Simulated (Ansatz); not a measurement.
KBr (rock salt, Fm-3m), DFT-LDA in the program Ansatz with PAW potentials: ε∞ = 2.76, cell volume 64.67 Å³. Infrared-active transverse modes:

| ω_TO (cm⁻¹) | oscillator strength S_xx (e²/amu) |
|---|---|
| 129.9 | 0.04622 |

Question: Compute the static dielectric constant.

Answer: Each mode adds (4.921e7/V) S/ω²: 2.08. So ε0 = 4.84.

Question: What LO frequency does the Lyddane–Sachs–Teller relation give?

Answer: ω_LO = ω_TO √(ε0/ε∞) = 172 cm⁻¹.

The LDA relaxation kept the symmetry of its start; phonons on a q-mesh show no instability. Scalar-relativistic: spin–orbit coupling is off unless named, which matters more the heavier the elements.

Potentials: the later of the program's two PAW sets.
